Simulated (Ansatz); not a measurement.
Values for one crystal, relaxed and computed with the program Ansatz at the PBEsol level (PAW); other levels are named.

```yaml
volume_per_atom: 31.73 Å³
band_gap: 2.04 eV (indirect)
Bulk modulus (Birch–Murnaghan fit): 46.5 GPa
Elastic constants (relaxed ions, GPa): C11 = 104, C12 = 17.7, C44 = 18.2
Gap with spin–orbit coupling: 1.99 eV
Young's modulus: 65.7 GPa
Formation energy from the elements (no fitted shifts): -2.15 eV/atom
```

Which of these materials gives this?
A) BeS, rock salt
B) Li2S, anti-fluorite
C) BeS, zinc blende
D) BaS, rock salt

D, BaS, rock salt

Space group Fm-3m (rock salt). Symmetry was held in the PBEsol relaxation. The references are the lowest solids computed at this level, not always the standard phases. Scalar-relativistic: spin–orbit coupling is off unless named, which matters more the heavier the elements.

Potentials: the later of the program's two PAW sets.
